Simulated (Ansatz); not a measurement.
A relaxation of cell and atoms of a 14-atom cell of Si2GeN4 built on β-Si3N4 (relaxed group Pm) with Ansatz, at the level r2SCAN. It starts from the PBE minimum.

```yaml
crystal:
  lattice:
    - [7.8185895496, 0.0, -0.0310150521]
    - [0.0, 2.9864343283, 0.0]
    - [-3.9361545978, 0.0, 6.7838577503]
  atoms:
    - { symbol: Si, position: [0.5918186831, 0.5, 0.8298716657] }
    - { symbol: Si, position: [0.8273510266, 0.0, 0.2295791262] }
    - { symbol: Ge, position: [0.7714365144, 0.0, 0.5987765617] }
    - { symbol: Si, position: [0.2301837983, 0.5, 0.409660608] }
    - { symbol: Si, position: [0.1768206101, 0.5, 0.7615780576] }
    - { symbol: Ge, position: [0.4003400556, 0.0, 0.1706258483] }
    - { symbol: "N", position: [0.3355295624, 0.5, 0.6670160735] }
    - { symbol: "N", position: [0.6723666069, 0.0, 0.3295962141] }
    - { symbol: "N", position: [0.7023764264, 0.5, 0.6849740547] }
    - { symbol: "N", position: [0.6661619837, 0.0, 0.9709881779] }
    - { symbol: "N", position: [0.0419129639, 0.0, 0.6943940667] }
    - { symbol: "N", position: [0.9692839788, 0.5, 0.2958364575] }
    - { symbol: "N", position: [0.298171619, 0.0, 0.3403471454] }
    - { symbol: "N", position: [0.316246171, 0.5, 0.0167559426] }
kpoints:
  mp_grid: { grid: [4, 8, 4] }
hamiltonian:
  xc: r2scan
scf:
  occupations: { method: fermi_dirac, width: 0.02 }
relax:
  f_tol: 0.005
  cell: {}
```

The trajectory has 6 recorded frames, each with positions in Å and forces in eV/Å. The last, and any step after a large change of cell, is solved on a basis re-selected at its cell; pressure is positive in compression.

Step 1: energy 0.0 meV/atom from step 1, largest force component 0.160 eV/Å, pressure -5.90 GPa
```xyz
14
Lattice="7.8186 0.0000 -0.0310 0.0000 2.9864 0.0000 -3.9362 0.0000 6.7839" Properties=species:S:1:pos:R:3:forces:R:3 pbc="T T T"
Si    1.3607    1.4932    5.6114    0.0355    0.0000   -0.0572
Si    5.5651    0.0000    1.5318   -0.0421    0.0000   -0.0451
Ge    3.6747    0.0000    4.0381    0.0551    0.0000   -0.0036
Si    0.1872    1.4932    2.7719   -0.0263    0.0000    0.0058
Si   -1.6152    1.4932    5.1610    0.0161    0.0000    0.0471
Ge    2.4585    0.0000    1.1451    0.0027    0.0000    0.0130
N    -0.0021    1.4932    4.5145   -0.0237    0.0000    0.0142
N     3.9596    0.0000    2.2151   -0.1058    0.0000    0.0420
N     2.7954    1.4932    4.6250    0.1295    0.0000   -0.1133
N     1.3865    0.0000    6.5664   -0.0057    0.0000   -0.0257
N    -2.4055    0.0000    4.7094   -0.0756    0.0000    0.0055
N     6.4140    1.4932    1.9768   -0.0331    0.0000    0.0086
N     0.9916    0.0000    2.2996    0.0399    0.0000   -0.0512
N     2.4066    1.4932    0.1039    0.0335    0.0000    0.1600
```

Step 2: energy -4.5 meV/atom from step 1, largest force component 0.046 eV/Å, pressure -2.63 GPa
```xyz
14
Lattice="7.7781 0.0000 -0.0302 0.0000 2.9729 0.0000 -3.9152 0.0000 6.7510" Properties=species:S:1:pos:R:3:forces:R:3 pbc="T T T"
Si    1.3554    1.4864    5.5836    0.0028    0.0000   -0.0352
Si    5.5356    0.0000    1.5256   -0.0193    0.0000   -0.0265
Ge    3.6553    0.0000    4.0171    0.0379    0.0000   -0.0048
Si    0.1891    1.4864    2.7583   -0.0311    0.0000    0.0323
Si   -1.6091    1.4864    5.1375    0.0318    0.0000    0.0165
Ge    2.4471    0.0000    1.1403   -0.0008    0.0000    0.0143
N    -0.0025    1.4864    4.4931   -0.0079    0.0000    0.0038
N     3.9366    0.0000    2.2058   -0.0040    0.0000   -0.0047
N     2.7827    1.4864    4.5979    0.0167    0.0000   -0.0127
N     1.3775    0.0000    6.5350    0.0230    0.0000   -0.0135
N    -2.3960    0.0000    4.6846   -0.0132    0.0000    0.0460
N     6.3806    1.4864    1.9701   -0.0129    0.0000   -0.0127
N     0.9924    0.0000    2.2899   -0.0307    0.0000   -0.0210
N     2.3955    1.4864    0.1071    0.0077    0.0000    0.0181
```

Question: Estimate where the relaxation ends.

Answer:
Step 3: energy -5.6 meV/atom from step 1, largest force component 0.018 eV/Å, pressure +0.10 GPa
```xyz
14
Lattice="7.7501 0.0000 -0.0282 0.0000 2.9609 0.0000 -3.8995 0.0000 6.7260" Properties=species:S:1:pos:R:3:forces:R:3 pbc="T T T"
Si    1.3525    1.4804    5.5613    0.0032    0.0000   -0.0015
Si    5.5161    0.0000    1.5186   -0.0112    0.0000   -0.0143
Ge    3.6457    0.0000    4.0029    0.0150    0.0000   -0.0040
Si    0.1863    1.4804    2.7490    0.0065    0.0000    0.0017
Si   -1.6017    1.4804    5.1222   -0.0001    0.0000    0.0023
Ge    2.4385    0.0000    1.1395   -0.0121    0.0000    0.0181
N    -0.0024    1.4804    4.4773    0.0049    0.0000   -0.0053
N     3.9237    0.0000    2.1983    0.0100    0.0000    0.0048
N     2.7745    1.4804    4.5789   -0.0154    0.0000    0.0063
N     1.3756    0.0000    6.5094    0.0091    0.0000    0.0068
N    -2.3873    0.0000    4.6725   -0.0090    0.0000    0.0070
N     6.3570    1.4804    1.9632    0.0014    0.0000    0.0015
N     0.9870    0.0000    2.2812   -0.0053    0.0000   -0.0096
N     2.3892    1.4804    0.1102    0.0029    0.0000   -0.0138
```

Step 4: energy -5.6 meV/atom from step 1, largest force component 0.008 eV/Å, pressure +0.01 GPa
```xyz
14
Lattice="7.7509 0.0000 -0.0283 0.0000 2.9617 0.0000 -3.8999 0.0000 6.7263" Properties=species:S:1:pos:R:3:forces:R:3 pbc="T T T"
Si    1.3529    1.4809    5.5612    0.0005    0.0000    0.0003
Si    5.5164    0.0000    1.5181   -0.0049    0.0000   -0.0085
Ge    3.6465    0.0000    4.0033    0.0085    0.0000   -0.0012
Si    0.1859    1.4809    2.7487    0.0000    0.0000    0.0022
Si   -1.6017    1.4809    5.1229    0.0009    0.0000    0.0016
Ge    2.4384    0.0000    1.1402   -0.0052    0.0000    0.0053
N    -0.0024    1.4809    4.4773    0.0001    0.0000   -0.0032
N     3.9243    0.0000    2.1986    0.0023    0.0000    0.0033
N     2.7747    1.4809    4.5788   -0.0053    0.0000   -0.0010
N     1.3763    0.0000    6.5092    0.0047    0.0000    0.0041
N    -2.3877    0.0000    4.6741   -0.0052    0.0000    0.0032
N     6.3572    1.4809    1.9629    0.0008    0.0000    0.0028
N     0.9860    0.0000    2.2805   -0.0008    0.0000   -0.0057
N     2.3901    1.4809    0.1106    0.0035    0.0000   -0.0035
```

Step 5: energy -5.6 meV/atom from step 1, largest force component 0.002 eV/Å, pressure 0.00 GPa
```xyz
14
Lattice="7.7512 0.0000 -0.0279 0.0000 2.9619 0.0000 -3.8998 0.0000 6.7261" Properties=species:S:1:pos:R:3:forces:R:3 pbc="T T T"
Si    1.3533    1.4809    5.5607    0.0001    0.0000   -0.0006
Si    5.5164    0.0000    1.5177   -0.0015    0.0000    0.0008
Ge    3.6475    0.0000    4.0037   -0.0012    0.0000   -0.0011
Si    0.1853    1.4809    2.7484    0.0018    0.0000   -0.0004
Si   -1.6014    1.4809    5.1237    0.0002    0.0000   -0.0007
Ge    2.4386    0.0000    1.1410    0.0007    0.0000    0.0022
N    -0.0023    1.4809    4.4770    0.0002    0.0000    0.0007
N     3.9248    0.0000    2.1991    0.0010    0.0000   -0.0015
N     2.7744    1.4809    4.5776   -0.0005    0.0000    0.0005
N     1.3775    0.0000    6.5088   -0.0002    0.0000    0.0000
N    -2.3880    0.0000    4.6758   -0.0002    0.0000    0.0009
N     6.3569    1.4809    1.9634   -0.0002    0.0000    0.0001
N     0.9851    0.0000    2.2794   -0.0009    0.0000   -0.0005
N     2.3920    1.4809    0.1112    0.0007    0.0000   -0.0003
```

Step 6: energy -5.5 meV/atom from step 1, largest force component 0.002 eV/Å, pressure 0.00 GPa
```xyz
14
Lattice="7.7512 0.0000 -0.0279 0.0000 2.9619 0.0000 -3.8998 0.0000 6.7261" Properties=species:S:1:pos:R:3:forces:R:3 pbc="T T T"
Si    1.3533    1.4809    5.5607    0.0001    0.0000   -0.0005
Si    5.5164    0.0000    1.5177   -0.0015    0.0000    0.0008
Ge    3.6475    0.0000    4.0037   -0.0012    0.0000   -0.0011
Si    0.1853    1.4809    2.7484    0.0018    0.0000   -0.0004
Si   -1.6014    1.4809    5.1237    0.0002    0.0000   -0.0008
Ge    2.4386    0.0000    1.1410    0.0007    0.0000    0.0022
N    -0.0023    1.4809    4.4770    0.0002    0.0000    0.0007
N     3.9248    0.0000    2.1991    0.0010    0.0000   -0.0015
N     2.7744    1.4809    4.5776   -0.0006    0.0000    0.0005
N     1.3775    0.0000    6.5088   -0.0003    0.0000    0.0000
N    -2.3880    0.0000    4.6758   -0.0001    0.0000    0.0009
N     6.3569    1.4809    1.9634   -0.0002    0.0000    0.0001
N     0.9851    0.0000    2.2794   -0.0009    0.0000   -0.0004
N     2.3920    1.4809    0.1112    0.0007    0.0000   -0.0004
```

The walk took 5 steps and changed the volume by -2.5 %. The last SCF, on a fresh basis, lies 5.5 meV an atom below the first. Final cell: space group Pm (No. 6), monoclinic; a = 7.727 Å, b = 2.962 Å, c = 7.751 Å, β = 119.7° in the conventional setting, 11.01 Å³ an atom. Around Si lie 4 N at 1.73–1.76 Å; around Ge lie 4 N at 1.81–1.83 Å; around Si lie 4 N at 1.74–1.75 Å; around Si lie 4 N at 1.72–1.74 Å; around Ge lie 4 N at 1.80–1.85 Å; around N lie 3 Si at 1.72–1.74 Å; around N lie 1 Si at 1.73 Å and 2 Ge at 1.82–1.83 Å (further sites aren't listed).

It took 13 s on 1 × NVIDIA H100 80GB HBM3 with 2 threads of AMD EPYC 7R13 Processor (Zen 3) (shared host), load about 0.9 per core; peak host memory 1.2 GiB.

The structure was generated, not taken from experiment, and needn't be the ground state; spin polarisation is off.
